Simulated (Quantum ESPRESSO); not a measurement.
## Si2AlO5F (finding a planted mistake in a log)

Computed values, not a measurement. The program is pw.x of Quantum ESPRESSO 7.5 (plane-wave density functional theory). The cell is made up: 9 atoms on a quartz lattice, with randomly drawn elements, strain and displacements, not relaxed. PseudoDojo standard norm-conserving files (v0.5 for PBE, v0.4.1 for LDA and PBEsol) set the functional; there is no spin polarisation, spin-orbit coupling or dispersion term, and the masses in the input are unused placeholders.

Intended input:

```
&control calculation='scf', pseudo_dir='./dojo.nc.sr.pbe.v0_5.standard.upf', outdir='./o', disk_io='low', tprnfor=.true., tstress=.true. /
&system ibrav=0, nat=9, ntyp=4, nbnd=30, ecutwfc=84.00895049, nosym=.true., tot_charge=0,
 occupations='smearing', smearing='fd', degauss=0.0018374661
/
&electrons conv_thr=7.350e-09, electron_maxstep=60, /
ATOMIC_SPECIES
Al 1.0 Al.upf
F 1.0 F.upf
O 1.0 O.upf
Si 1.0 Si.upf
CELL_PARAMETERS angstrom
5.0453 -0.0713 -0.0627
-2.5844 4.5065 0.0135
-0.0692 -0.0228 5.5582
ATOMIC_POSITIONS angstrom
Si 2.3534 -0.0428 3.6429
Al -1.2483 2.0695 1.9366
Si 1.4443 2.3899 0.0318
O 1.333 1.1141 4.4009
O 3.2042 0.61 2.4003
O 2.857 2.6233 0.5944
O 0.2422 1.7284 1.3065
O -1.1955 3.1825 2.9981
F 0.6798 3.7151 4.845
K_POINTS automatic
5 5 4 1 1 1
```

The log is shortened where brackets say so; the opening notice, blank lines, dates and the lines on written files are dropped, and the path of the files is cut. It prints rydbergs, bohrs and kilobars, and counts compression as positive stress. Where no state is partly filled, the Fermi energy that it prints is only some level between the filled and the empty states on the mesh, and need not lie in the true gap.

Log of the intended run:

```
     Program PWSCF v.7.5
     Parallel version (MPI & OpenMP), running on       4 processor cores
     Number of MPI processes:                 4
     Threads/MPI process:                     1
     [start-up lines left out]
     bravais-lattice index     =            0
     lattice parameter (alat)  =       9.5359  a.u.
     unit-cell volume          =     845.7620 (a.u.)^3
     number of atoms/cell      =            9
     number of atomic types    =            4
     number of electrons       =        48.00
     number of Kohn-Sham states=           30
     kinetic-energy cutoff     =      84.0090  Ry
     charge density cutoff     =     336.0358  Ry
     scf convergence threshold =      7.3E-09
     mixing beta               =       0.7000
     number of iterations used =            8  plain     mixing
     Exchange-correlation= PBE
                           (   1   4   3   4   0   0   0)
     [axes and pseudopotential details left out]
   Cartesian axes
     site n.     atom                  positions (alat units)
         1        Si     tau(   1) = (   0.4663714  -0.0084816   0.7219105  )
         2        Al     tau(   2) = (  -0.2473746   0.4101111   0.3837744  )
         3        Si     tau(   3) = (   0.2862157   0.4736045   0.0063018  )
         4        O      tau(   4) = (   0.2641595   0.2207803   0.8721228  )
         5        O      tau(   5) = (   0.6349737   0.1208832   0.4756655  )
         6        O      tau(   6) = (   0.5661694   0.5198572   0.1177918  )
         7        O      tau(   7) = (   0.0479966   0.3425156   0.2589080  )
         8        O      tau(   8) = (  -0.2369113   0.6306734   0.5941310  )
         9        F      tau(   9) = (   0.1347154   0.7362183   0.9601297  )
     number of k points=    50  Fermi-Dirac smearing, width (Ry)=  0.0018
                       cart. coord. in units 2pi/alat
        k(    1) = (   0.1038722   0.1711989   0.1154808), wk =   0.0400000
        k(    2) = (   0.1067067   0.1721444   0.3424906), wk =   0.0400000
     [further k points left out]
     Dense  grid:    87963 G-vectors     FFT dimensions: (  60,  60,  64)
     Estimated max dynamical RAM per process >     179.32 MB
     Estimated total dynamical RAM >     652.86 MB
     Initial potential from superposition of free atoms
     starting charge      47.9963, renormalised to      48.0000
     Starting wfcs are   36 randomized atomic wfcs
     total cpu time spent up to now is        6.0 secs
     per-process dynamical memory:   136.5 Mb
     Self-consistent Calculation
     iteration #  1     ecut=    84.01 Ry     beta= 0.70
     Davidson diagonalization with overlap
     ethr =  1.00E-02,  avg # of iterations =  3.0
     total cpu time spent up to now is       15.9 secs
     total energy              =    -235.56086357 Ry
     estimated scf accuracy    <       2.87573544 Ry
     iteration #  2     ecut=    84.01 Ry     beta= 0.70
     Davidson diagonalization with overlap
     ethr =  5.99E-03,  avg # of iterations =  2.2
     total cpu time spent up to now is       25.0 secs
     total energy              =    -236.08519806 Ry
     estimated scf accuracy    <       3.45716619 Ry
     [iterations 3 to 10 left out]
     iteration # 11     ecut=    84.01 Ry     beta= 0.70
     Davidson diagonalization with overlap
     ethr =  5.12E-10,  avg # of iterations =  2.0
     total cpu time spent up to now is      117.9 secs
     total energy              =    -236.82151524 Ry
     estimated scf accuracy    <       0.00000002 Ry
     iteration # 12     ecut=    84.01 Ry     beta= 0.70
     Davidson diagonalization with overlap
     ethr =  4.26E-11,  avg # of iterations =  2.4
     total cpu time spent up to now is      130.8 secs
     End of self-consistent calculation
     [lines on levels left out]
     the Fermi energy is     4.5733 ev
!    total energy              =    -236.82151524 Ry
     estimated scf accuracy    <          5.1E-09 Ry
     smearing contrib. (-TS)   =       0.00000000 Ry
     internal energy E=F+TS    =    -236.82151524 Ry
     The total energy is F=E-TS. E is the sum of the following terms:
     one-electron contribution =    -121.95109299 Ry
     hartree contribution      =      85.72750435 Ry
     xc contribution           =     -61.98757636 Ry
     ewald contribution        =    -138.61035025 Ry
     convergence has been achieved in  12 iterations
     Forces acting on atoms (cartesian axes, Ry/au):
     atom    1 type  4   force =    -0.18447190    0.03014438   -0.18586072
     atom    2 type  1   force =     0.03366333   -0.03609525   -0.17562370
     atom    3 type  4   force =    -0.12960486   -0.24689035    0.11295949
     atom    4 type  3   force =     0.05962645    0.00095559    0.01504602
     atom    5 type  3   force =    -0.09943748   -0.20896738    0.15641823
     atom    6 type  3   force =    -0.01981493    0.05215231   -0.06124894
     atom    7 type  3   force =     0.22084240    0.06226758   -0.18894876
     atom    8 type  3   force =     0.09501730    0.32570639    0.30933158
     atom    9 type  2   force =     0.02417969    0.02072671    0.01792680
     Total force =     0.763170     Total SCF correction =     0.000064
     Computing stress (Cartesian axis) and pressure
          total   stress  (Ry/bohr**3)                   (kbar)     P=       34.66
   0.00014130  -0.00019652   0.00050147           20.79      -28.91       73.77
  -0.00019652   0.00040779   0.00006746          -28.91       59.99        9.92
   0.00050147   0.00006746   0.00015765           73.77        9.92       23.19
     init_run     :      5.59s CPU      5.81s WALL (       1 calls)
     electrons    :    124.03s CPU    124.92s WALL (       1 calls)
     forces       :      1.54s CPU      1.55s WALL (       1 calls)
     stress       :      5.25s CPU      5.26s WALL (       1 calls)
     [timing details left out]
     PWSCF        :   2m16.65s CPU   2m17.81s WALL
     JOB DONE.
```

A second run was made from an input with one planted mistake. Its log:

```
     Program PWSCF v.7.5
     Parallel version (MPI & OpenMP), running on       4 processor cores
     Number of MPI processes:                 4
     Threads/MPI process:                     1
     [start-up lines left out]
     bravais-lattice index     =            0
     lattice parameter (alat)  =       9.5359  a.u.
     unit-cell volume          =     845.7620 (a.u.)^3
     number of atoms/cell      =            9
     number of atomic types    =            4
     number of electrons       =        48.00
     number of Kohn-Sham states=           30
     kinetic-energy cutoff     =      84.0090  Ry
     charge density cutoff     =     336.0358  Ry
     scf convergence threshold =      7.3E-09
     mixing beta               =       0.7000
     number of iterations used =            8  plain     mixing
     Exchange-correlation= PBE
                           (   1   4   3   4   0   0   0)
     [axes and pseudopotential details left out]
   Cartesian axes
     site n.     atom                  positions (alat units)
         1        Si     tau(   1) = (   0.4663714  -0.0084816   0.7219105  )
         2        Si     tau(   2) = (  -0.2473746   0.4101111   0.3837744  )
         3        Al     tau(   3) = (   0.2862157   0.4736045   0.0063018  )
         4        O      tau(   4) = (   0.2641595   0.2207803   0.8721228  )
         5        O      tau(   5) = (   0.6349737   0.1208832   0.4756655  )
         6        O      tau(   6) = (   0.5661694   0.5198572   0.1177918  )
         7        O      tau(   7) = (   0.0479966   0.3425156   0.2589080  )
         8        O      tau(   8) = (  -0.2369113   0.6306734   0.5941310  )
         9        F      tau(   9) = (   0.1347154   0.7362183   0.9601297  )
     number of k points=    50  Fermi-Dirac smearing, width (Ry)=  0.0018
                       cart. coord. in units 2pi/alat
        k(    1) = (   0.1038722   0.1711989   0.1154808), wk =   0.0400000
        k(    2) = (   0.1067067   0.1721444   0.3424906), wk =   0.0400000
     [further k points left out]
     Dense  grid:    87963 G-vectors     FFT dimensions: (  60,  60,  64)
     Estimated max dynamical RAM per process >     179.32 MB
     Estimated total dynamical RAM >     652.86 MB
     Initial potential from superposition of free atoms
     starting charge      47.9963, renormalised to      48.0000
     Starting wfcs are   36 randomized atomic wfcs
     total cpu time spent up to now is        9.4 secs
     per-process dynamical memory:   136.5 Mb
     Self-consistent Calculation
     iteration #  1     ecut=    84.01 Ry     beta= 0.70
     Davidson diagonalization with overlap
     ethr =  1.00E-02,  avg # of iterations =  3.0
     total cpu time spent up to now is       26.6 secs
     total energy              =    -235.91124089 Ry
     estimated scf accuracy    <       2.51727749 Ry
     iteration #  2     ecut=    84.01 Ry     beta= 0.70
     Davidson diagonalization with overlap
     ethr =  5.24E-03,  avg # of iterations =  2.0
     total cpu time spent up to now is       40.9 secs
     total energy              =    -236.57073439 Ry
     estimated scf accuracy    <       2.09738429 Ry
     [iterations 3 to 10 left out]
     iteration # 11     ecut=    84.01 Ry     beta= 0.70
     Davidson diagonalization with overlap
     ethr =  1.02E-10,  avg # of iterations =  2.7
     total cpu time spent up to now is      164.1 secs
     total energy              =    -236.97792429 Ry
     estimated scf accuracy    <       0.00000001 Ry
     iteration # 12     ecut=    84.01 Ry     beta= 0.70
     Davidson diagonalization with overlap
     ethr =  2.40E-11,  avg # of iterations =  2.0
     total cpu time spent up to now is      174.8 secs
     End of self-consistent calculation
     [lines on levels left out]
     the Fermi energy is     5.2640 ev
!    total energy              =    -236.97792429 Ry
     estimated scf accuracy    <          2.4E-09 Ry
     smearing contrib. (-TS)   =       0.00000000 Ry
     internal energy E=F+TS    =    -236.97792429 Ry
     The total energy is F=E-TS. E is the sum of the following terms:
     one-electron contribution =    -123.16754717 Ry
     hartree contribution      =      86.42152888 Ry
     xc contribution           =     -62.06580205 Ry
     ewald contribution        =    -138.16610395 Ry
     convergence has been achieved in  12 iterations
     Forces acting on atoms (cartesian axes, Ry/au):
     atom    1 type  4   force =    -0.19162598    0.06967464   -0.05518882
     atom    2 type  4   force =     0.07611252   -0.00907867   -0.22916614
     atom    3 type  1   force =    -0.23757300   -0.17876016    0.02871787
     atom    4 type  3   force =     0.09133372   -0.11820445   -0.08549984
     atom    5 type  3   force =    -0.03794901   -0.08364588    0.08133347
     atom    6 type  3   force =     0.26275114    0.01481381    0.15466816
     atom    7 type  3   force =    -0.00758358    0.05053133   -0.02465443
     atom    8 type  3   force =     0.06890420    0.17568655    0.17553987
     atom    9 type  2   force =    -0.02437001    0.07898284   -0.04575016
     Total force =     0.639267     Total SCF correction =     0.000051
     Computing stress (Cartesian axis) and pressure
          total   stress  (Ry/bohr**3)                   (kbar)     P=       11.33
   0.00021355   0.00013256   0.00058900           31.41       19.50       86.65
   0.00013256   0.00001611   0.00011775           19.50        2.37       17.32
   0.00058900   0.00011775   0.00000140           86.65       17.32        0.21
     init_run     :      6.69s CPU      6.92s WALL (       1 calls)
     electrons    :    164.49s CPU    165.45s WALL (       1 calls)
     forces       :      1.50s CPU      1.51s WALL (       1 calls)
     stress       :      7.49s CPU      7.49s WALL (       1 calls)
     [timing details left out]
     PWSCF        :   3m 2.77s CPU   3m 4.05s WALL
     JOB DONE.
```

Question: what was wrong in the second input?

Answer: two atoms have their elements exchanged. The input lines that differ, file-writing options aside:

```
- Al -1.2483 2.0695 1.9366
+ Si -1.2483 2.0695 1.9366
- Si 1.4443 2.3899 0.0318
+ Al 1.4443 2.3899 0.0318
```

```
                                            intended run  run with the mistake
                          free energy (eV)     -3222.121             -3224.249
                    smearing term -TS (eV)        0.0000                0.0000
                            pressure (GPa)          3.47                  1.13
            largest force component (eV/Å)         8.374                 6.756
largest change of a force component (eV/Å)                               7.265
                                iterations            12                    12
```

For scale, a rerun of the intended cell at 1437 eV and a 7 x 7 x 6 mesh moved values by no more than 0.003 eV in energy, 0.02 GPa in stress and 0.002 eV/Å in force.